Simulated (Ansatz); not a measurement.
MgI2 (CdI2 type), relaxed with r2SCAN+rVV10: 6 runs in the PAW code Ansatz, each a calculation of independent-particle optics. It is trigonal, P-3m1 (No. 164); a = 4.157 Å, c = 6.873 Å in the conventional setting, 34.29 Å³ an atom. Mg is surrounded by 6 I at 2.92 Å; I is surrounded by 3 Mg at 2.92 Å. Calculated for a static, non-magnetic cell.

```yaml
crystal:
  lattice:
    - [4.15721, 0.00000, 0.00000]
    - [-2.07861, 3.60025, 0.00000]
    - [0.00000, 0.00000, 6.87333]
  atoms:
    - { symbol: Mg, position: [0.00000, 0.00000, 0.00000] }
    - { symbol: I, position: [0.33333, 0.66667, 0.24262] }
    - { symbol: I, position: [0.66667, 0.33333, 0.75738] }
```

On meshes this coarse, single peaks can be features of the mesh. No local fields, no excitons; the zone sum runs over the cells of the mesh, and ε∞ includes the bands left out of the spectrum. Up to four peaks are listed, those above 15 % of the tallest and inside the complete range; the four can differ from row to row. Rows marked drawn have settings drawn at random (some not listed).

```tsv
functional	k mesh	broadening (eV)	scissors (eV)	range (eV)	settings	direct gap on the mesh before scissors (eV)	ε∞ xx	ε∞ yy	ε∞ zz	complete up to (eV)	tallest peaks of mean ε₂ (eV)
r2SCAN	6×6×4	0.1	0.00	0–17	chosen	4.51	4.40	4.40	4.25	17.0	6.35 7.05 7.50 7.85
LDA	6×6×4	0.1	0.00	0–17	chosen	3.41	5.14	5.14	4.92	17.0	6.10 6.55 6.75 7.10
PBE	6×6×4	0.1	1.03 (to HSE06)	0–17	chosen	3.69	4.43	4.43	4.26	17.0	7.40 7.70 7.90 8.25
PBE	6×6×4	0.03	0.00	0–6	drawn	3.69	4.95	4.95	4.74	6.0	5.05 5.30 5.70 5.80
```

Question: Estimate from these rows what the further settings give.
```
functional  k mesh  broadening (eV)  scissors (eV)  range (eV)  settings
    r2SCAN   6×6×2              0.4           0.30        0–10     drawn
       PBE   6×6×4              0.1           0.00        0–17    chosen
```

Answer:
```json
{"functional": "r2SCAN", "k mesh": "6×6×2", "broadening (eV)": "0.4", "scissors (eV)": "0.30", "range (eV)": "0–10", "settings": "drawn", "direct gap on the mesh before scissors (eV)": "4.51", "ε∞ xx": "4.27", "ε∞ yy": "4.27", "ε∞ zz": "4.13", "complete up to (eV)": "10.0", "tallest peaks of mean ε₂ (eV)": "7.70"}
{"functional": "PBE", "k mesh": "6×6×4", "broadening (eV)": "0.1", "scissors (eV)": "0.00", "range (eV)": "0–17", "settings": "chosen", "direct gap on the mesh before scissors (eV)": "3.69", "ε∞ xx": "4.95", "ε∞ yy": "4.95", "ε∞ zz": "4.74", "complete up to (eV)": "17.0", "tallest peaks of mean ε₂ (eV)": "6.35 6.65 6.90 7.20"}
```

The fundamental gap is indirect (3.53 eV with PBE on 6×6×4); the table holds the direct one.

No spin-orbit coupling is included; it can move band edges with weight on the heavy atoms by tenths of an eV.
